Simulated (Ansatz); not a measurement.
# Two Ansatz runs on HfOs

The cell comes from COD entry 1523505, which wasn't checked; take it as a given geometry.

First run: DFT, LDA, PAW with Ansatz's default frozen-core files, scalar-relativistic (Ansatz 0.2.0).

Command: `ansatz run input.yaml --threads 1 --pin off --max-ram 2048MiB --backend cpu --events-out ev --progress --plain --runs-dir out` The run took 32 s on 1 thread of Arm Neoverse N1 (shared host), peak memory 0.42 GiB.

```yaml
crystal:
  lattice:
    - [3.239, 0.0, 0.0]
    - [0.0, 3.239, 0.0]
    - [0.0, 0.0, 3.239]
  atoms:
    - { symbol: Hf, position: [0.0, 0.0, 0.0] }
    - { symbol: Os, position: [0.5, 0.5, 0.5] }
kpoints:
  mp_grid: { grid: [10, 10, 10] }
scf:
  occupations: { method: fermi_dirac, width: 0.05 }
hamiltonian:
  xc: lda
  pseudopotentials: { kind: paw }
output:
  forces: true
  stress: true
  efg: { contact_densities: true }
relax:
  f_tol: 0.005
  max_steps: 80
  cell: {}
```

Result: converged; relaxed volume 16.352 Å³/atom; 41 SCF iterations in all.

Spin–orbit coupling is left out, though it moves levels of the heavy atoms by tenths of an eV or more.

A second input differs as follows:

```diff
@@ -11,4 +11,5 @@
 scf:
   occupations: { method: fermi_dirac, width: 0.05 }
+  max_iter: 80
 hamiltonian:
   xc: lda
@@ -22,3 +23,4 @@
   max_steps: 80
   cell: {}
+total_charge: -4
```

**Question.** What is wrong with it, and what does the program do?

**Answer.** The fault is a charge that the system can't hold (a charged periodic cell is solved on a neutralising background, which makes energy and pressure unphysical). The run converged; relaxed volume 11.047 Å³/atom; 65 SCF iterations in all. Such numbers aren't properties of the crystal. The log ends:
```
            electrostatic potential = -14207.607216 V   contact ρ = 7500517.145997 e/Å³
  atom   2  Os V_zz =    +0.000000   η = 0.0000   by run symmetry: forbidden
            electrostatic potential = -15485.486992 V   contact ρ = 10272752.727281 e/Å³
--- Relaxed structure (7 steps of the walk, 7 accepted, 2 SCFs on fresh bases) ---
  F+E_penalty+E_count = -26433.93386897 eV   max|allowed force component| = 7.757e-30 eV/Å   (the final SCF, on the basis selected at the relaxed cell)
  cell:  # Å, volume = 22.0950 Å³
    - [2.8060649163766103, 3.400971602315064e-33, 2.0553283625257533e-33]
    - [3.400971602315064e-33, 2.8060649163766103, -1.0271626370065257e-33]
    - [5.145844070159646e-34, -1.2839532962581571e-33, 2.8060649163766103]
  atoms:
    - { symbol: Hf, position: [-1.0306509942177472e-33, 5.549659199633896e-34, 3.964042285452899e-35] }
    - { symbol: Os, position: [0.5, 0.5, 0.5] }
```
